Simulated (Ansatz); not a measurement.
## Electric field gradients in Si₃N₄

The cell is a COD entry (perhaps calculated rather than measured) whose atoms were relaxed with PBE, the cell held.

```cif
data_Si3N4
_symmetry_space_group_name_H-M 'Fd-3m:1'
_symmetry_Int_Tables_number 227
_cell_length_a 7.6765
_cell_length_b 7.6765
_cell_length_c 7.6765
_cell_angle_alpha 90.000
_cell_angle_beta 90.000
_cell_angle_gamma 90.000
loop_
_atom_site_label
_atom_site_type_symbol
_atom_site_symmetry_multiplicity
_atom_site_Wyckoff_symbol
_atom_site_fract_x
_atom_site_fract_y
_atom_site_fract_z
Si1 Si 16 d 0.1250 0.1250 0.6250
Si5 Si 8 a 0.5000 0.5000 0.0000
N N 32 e 0.8822 0.8822 0.3822
```

One atom of each set is listed; the run and its k-mesh use a cell of 14 atoms with edges of 5.43, 5.43, 5.43 Å.

All values are calculated (Ansatz; DFT, r2SCAN, plane waves and PAW, scalar-relativistic, 500 eV cutoff, Γ-centred 6×6×6 k-points, Fermi–Dirac smearing 0.02 eV), not measured.

Conventions: |V_zz| ≥ |V_yy| ≥ |V_xx|, η = (V_xx − V_yy)/V_zz, C_Q = eQV_zz/h.

¹⁴N: I = 1, Q = 20.44 mb. Quadrupole moments are those of Pyykkö's year-2017 table.

**Question.** Give the quadrupolar parameters of the distinct sites.

**Answer.** 

```json
{"site": "Si1", "atoms": "4", "first shell": "6 N at 1.87 Å", "V_xx, V_yy, V_zz (10²¹ V/m²)": "-0.15, -0.15, 0.29", "η": "0.00", "C_Q (MHz)": "–"}
{"site": "Si5", "atoms": "2", "first shell": "4 N at 1.76 Å", "V_xx, V_yy, V_zz (10²¹ V/m²)": "0.00, 0.00, 0.00", "η": "–", "C_Q (MHz)": "–"}
{"site": "N", "atoms": "8", "first shell": "4 Si at 1.76–1.87 Å", "V_xx, V_yy, V_zz (10²¹ V/m²)": "-1.43, -1.43, 2.86", "η": "0.00", "C_Q (MHz)": "1.41"}
```

An axis of threefold or higher order runs through Si1 and N, so V_zz lies along it and η is zero. Si5 sits on a cubic site, where every gradient vanishes.

Si has no stable isotope with a ground-state quadrupole moment in the table, so no C_Q is given.

At this cell the r2SCAN pressure is 7 GPa, so with r2SCAN the cell would grow if it were relaxed.

Hardware: 1 thread of Arm Neoverse V1 (aarch64; 8 cores open to the job, memory cap 2.5 GiB, no GPU), a shared host with a load of 0.3 a core. Wall time 18 s, CPU time 18 s, peak memory 0.67 GiB.
